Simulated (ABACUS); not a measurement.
A self-consistent single point of SnO2 (P4_2/mnm, 6 atoms in the cell; from Materials Project mp-856, changed as shown).

```
SnO2
1.0
    4.66952     0.00000     0.00000
    0.00000     4.66952     0.00000
    0.00000     0.00000     3.14335
Sn O
2 4
Cartesian
  2.33476   2.33476   1.57167
  0.00000   0.00000   0.00000
  0.90603   3.76350   1.57167
  3.76350   0.90603   1.57167
  3.24079   3.24079   0.00000
  1.42873   1.42873   0.00000
```

Level of theory: PBE, PseudoDojo 0.5 standard norm-conserving PBE (tails mended) pseudopotentials (plane waves; ABACUS).

ABACUS settings:

| key | value |
|---|---|
| KPT | Gamma 8 8 10 0 0 0 |
| basis_type | pw |
| ecutwfc | 84 Ry |
| smearing_method | fd |
| smearing_sigma | 0.00146997 Ry |
| potentials | PseudoDojo 0.5 standard norm-conserving PBE (tails mended) |
| symmetry | 1 |
| symmetry_prec | 1e-05 |
| ks_solver | cg |
| scf_nmax | 100 |
| scf_thr | 1.0e-09 Ry |
| mixing_type | pulay |

### Question
Estimate, at this level of theory: gap on the k-point mesh, pressure and largest force (vector length).

### Answer
The run gave:

```
Quantity                            Value
-----------------------------  ----------
Gap on the k-point mesh           1.77 eV
Pressure                        21.44 GPa
Largest force (vector length)  0.242 eV/Å
```

The gap is read on the k-point mesh of the run and can differ from the gap over the whole zone at this level.

For comparison: a first run was changed to give this one (lattice scaled by 0.98), and from it to this one the free energy goes up by 60.8 meV/atom, the pressure goes from 6.57 to 21.44 GPa, the largest force goes from 0.018 to 0.242 eV/Å and the gap on the mesh goes from 1.047 to 1.771 eV.

The structure comes from a collection of computed structures, made at another level of theory; the collection holds predicted forms beside known ones. At this pressure the cell is far from its equilibrium volume at this level.

Cost on one core: about 9 core-minutes (a rough figure).

“Tails mended”: in these copies of the files the far tail of each local potential was reset to the Coulomb form.
